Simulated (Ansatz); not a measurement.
In r²SCAN (plane waves, PAW; program Ansatz), CdSiN₂ in the trigonal phase (R-3m; Cd on 3a, Si on 3b, N on 6c) relaxes to a = 2.898 Å, c = 16.429 Å. Si has 6 nearest neighbours from 1.94 Å (octahedral). Against the elements it lies at -0.23 eV/atom, with no fitted shifts.

It is gapped at this level: 1.56 eV (indirect). HSE06 on the same cell gives 2.27 eV. Gap from r²SCAN with spin–orbit coupling: 1.56 eV. The electron mass is 0.14, 0.33, 0.33 mₑ (principal values). The hole mass is 0.32, 0.98, 1.5 mₑ (principal values).

An equation-of-state fit gives a bulk modulus of 223 GPa. The relaxed-ion elastic constants in GPa are C11 = 455, C12 = 135, C13 = 99.4, C14 = -13.3, C33 = 443, C44 = 46.6. The elastic constants imply a Debye temperature near 582 K. Bader charges are Cd +1.03, Si +3.10, N -2.06 e.

The start of the workflow was typed in or built on a structure type; neither database checked (COD, Materials Project) lists it. Whether it is the stable phase at ambient conditions was not checked. Symmetry was held in the r²SCAN relaxation; whether a distortion lowers the energy is not shown. The references are the lowest solids computed at this level, not always the standard phases (solids in place of the gases). Spin–orbit coupling is left out wherever it is not named.

Potentials: the earlier of the program's two PAW sets.
